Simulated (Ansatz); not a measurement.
A trial cell of Li was relaxed with PBEsol (plane waves to 420 eV, PAW, scalar-relativistic; Ansatz, a program for electronic structure).

Before: P4/mmm (No. 123), tP1; a = 3.7353 Å, b = 3.7353 Å, c = 1.7990 Å, α = 90.00°, β = 90.00°, γ = 90.00°.

After relaxation:

Simulated powder pattern, Cu Kα, λ = 1.54184 Å (kinematic, ideal powder, no thermal factors, no anomalous dispersion; the 24 strongest lines at most, above 1 %, up to 2θ = 90°):

| 2θ (°) | I/Imax (%) |
|---|---|
| 32.80 | 100 |
| 47.07 | 72 |
| 58.56 | 25 |
| 68.77 | 11 |
| 78.31 | 29 |
| 87.52 | 22 |

Question: Identify the relaxed structure from its pattern: crystal system, space group and cell.

Answer: Cubic, Pm-3m (No. 221), cP1, simple cubic type; a = b = c = 2.730 Å, α = β = γ = 90.00°. Sites: Li 1a (0.000, 0.000, 0.000).

Question: Index the strongest lines.

Answer: 32.80° (100), 47.07° (110), 58.56° (111), 78.31° (210), 87.52° (211).

No spin polarisation in the result.

The run could not lose the symmetry of its start, so the end can be a saddle point.

The relaxed structure here is a generated cell of Li: the first start was made by a random draw of sites in a space group, and the end was not matched to a known phase here, so it may be hypothetical. Known forms of Li include space group No. 229.
